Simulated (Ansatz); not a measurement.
Relaxed candidate structures of Ti2C:

A. P-31m (No. 162), hP9, AFLOW prototype AB2_hP9_162_ad_k (as in V2N); a = b = 5.1922 Å, c = 4.8964 Å, α = β = 90.00°, γ = 120.00°; Ti 6k (0.334, 0.334, 0.255); C 1a (0.000, 0.000, 0.000); C 2d (0.333, 0.667, 0.500)

B. Fd-3m, origin choice 1 (No. 227), cF48, AFLOW prototype AB2_cF48_227_c_e (as in Ti2C); a = 8.549 Å, b = 8.549 Å, c = 8.549 Å, α = 90.00°, β = 90.00°, γ = 90.00°; Ti 32e (0.381, 0.381, 0.381); C 16d (0.625, 0.625, 0.625)

C. P-62m (No. 189), hP9, AFLOW prototype A2B_hP9_189_fg_bc (C22, as in Fe2P); a = 6.0528 Å, b = 6.0528 Å, c = 3.1942 Å, α = 90.00°, β = 90.00°, γ = 120.00°; Ti 3f (0.000, 0.255, 0.000); Ti 3g (0.410, 0.410, 0.500); C 1b (0.000, 0.000, 0.500); C 2c (0.333, 0.667, 0.000)

D. Fm-3m (No. 225), cF12, AFLOW prototype AB2_cF12_225_a_c (C1, as in CaF2); a = b = c = 5.2148 Å, α = β = γ = 90.00°; C 4a (0.000, 0.000, 0.000); Ti 8c (0.250, 0.250, 0.250)

### Question
Put the candidates in order of energy per atom, lowest first, for PBEsol (plane waves to 420 eV, PAW, scalar-relativistic; Ansatz, an electronic-structure program).

### Answer
B (reference, the lowest of the structures calculated here), A (+0.08 eV/atom), C (+0.26 eV/atom), D (+0.30 eV/atom)

Each run could gain symmetry but not lose that of its start, so entries can be saddle points. From databases, or of a type measured for this composition: Fd-3m, cF48, AFLOW prototype AB2_cF48_227_c_e (as in Ti2C); the others are generated cells (placed on structure types, drawn at random, substituted or restacked) that were not matched to a known phase here. Static energies at zero pressure. No spin polarisation in the result.
